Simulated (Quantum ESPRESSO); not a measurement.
## Calculated data, GaSi6Ge (made-up cell)

Calculation on a made-up crystal cell, not a measurement: periodic Kohn-Sham density functional theory in plane waves with PseudoDojo standard norm-conserving scalar-relativistic pseudopotentials, each functional with its own files (v0.5 for PBE, v0.4.1 for LDA and PBEsol), no spin polarisation, no spin-orbit coupling, atoms not relaxed, stress positive in tension, energies less a fixed whole-eV offset for each atom's element; levels are Kohn-Sham levels at fractions of this cell's reciprocal vectors, counted from the reference band (half the neutral cell's valence electrons, rounded up) at Gamma; error bars cover cutoff and k-mesh only, not smearing or the files; added strain carries the atoms with the cell, and shear is the tensor component; each bar is the largest change over components, and at least 0.002 eV, 0.002 eV per angstrom or 0.02 GPa; energies are for the whole cell, and the offsets were chosen from early runs and are not element reference energies. Program: Quantum ESPRESSO 7.5.

### GaSi6Ge (made-up cell)

```cif
# cell vector a (Å): 5.5606 0.0579 -0.0036
# cell vector b (Å): 0.0579 5.5029 0.0192
# cell vector c (Å): -0.0036 0.0192 5.5276
data_GaSi6Ge
_symmetry_space_group_name_H-M 'P 1'
_symmetry_Int_Tables_number 1
_cell_length_a 5.5609
_cell_length_b 5.5032
_cell_length_c 5.5276
_cell_angle_alpha 89.601
_cell_angle_beta 90.072
_cell_angle_gamma 88.801
_cell_volume 169.12
loop_
_atom_site_label
_atom_site_type_symbol
_atom_site_fract_x
_atom_site_fract_y
_atom_site_fract_z
_atom_site_occupancy
Ga1 Ga 0.03277 0.99635 0.99560 1
Si1 Si 0.00949 0.51078 0.48383 1
Si2 Si 0.49132 0.00739 0.49288 1
Si3 Si 0.48896 0.48524 0.99881 1
Si4 Si 0.26212 0.26704 0.25738 1
Ge1 Ge 0.24460 0.76832 0.75379 1
Si5 Si 0.72866 0.25435 0.74637 1
Si6 Si 0.75011 0.71502 0.21680 1
```

```
lattice type             : zincblende/diamond
functional               : pbe
cutoff                   : 1088 eV
fermi dirac smearing     : 0.1 eV
scf tolerance            : 1e-07 eV
electrons removed        : 0
k mesh                   : 6 x 6 x 6, shifted by half a step
free energy less offsets : -0.6145 eV
smearing term minus ts   : -0.08743 eV
scf iterations           : 10
pressure                 : 2.506 GPa
stress xx                : -2.528 GPa
stress yy                : -2.574 GPa
stress zz                : -2.417 GPa
stress yz                : -2.249 GPa
stress xz                : 1.75 GPa
stress xy                : 2.649 GPa
fermi level              : -0.8114 eV
reference band           : 26
error bar energy         : 0.002796 eV
error bar stress         : 0.03067 GPa
error bar force          : 0.01629 eV/Å
error bar next band up   : 0.002 eV
error bar fermi level    : 0.01521 eV
error bars from          : tighter rerun of this cell
```

Atoms:
| atoms element | atom site | atom energy offset (eV) |
| --- | --- | --- |
| Ga | 1 | -2080 |
| Si | 2 | -115 |
| Si | 3 | -115 |
| Si | 4 | -115 |
| Si | 5 | -115 |
| Ge | 6 | -2430 |
| Si | 7 | -115 |
| Si | 8 | -115 |

Forces:
| site | x (eV/Å) | y (eV/Å) | z (eV/Å) |
| --- | --- | --- | --- |
| 1 | -2.452 | 2.007 | 1.942 |
| 2 | -0.7756 | -0.279 | 1.084 |
| 3 | 1.423 | -0.9034 | -0.3394 |
| 4 | 0.2276 | 0.5976 | -0.741 |
| 5 | -0.9404 | -0.8675 | -0.1931 |
| 6 | 1.397 | -2.045 | -2.057 |
| 7 | 1.235 | -0.3925 | -0.6124 |
| 8 | -0.1148 | 1.883 | 0.9166 |

Levels:
| level k point | next band up (eV) |
| --- | --- |
| Gamma | 0.0434 |
| (1/2,1/2,1/2) | 0.46 |
| (0.15,0,0) | 0.2044 |
| (0,0.15,0) | 0.1343 |
| (0,0,0.15) | 0.1711 |
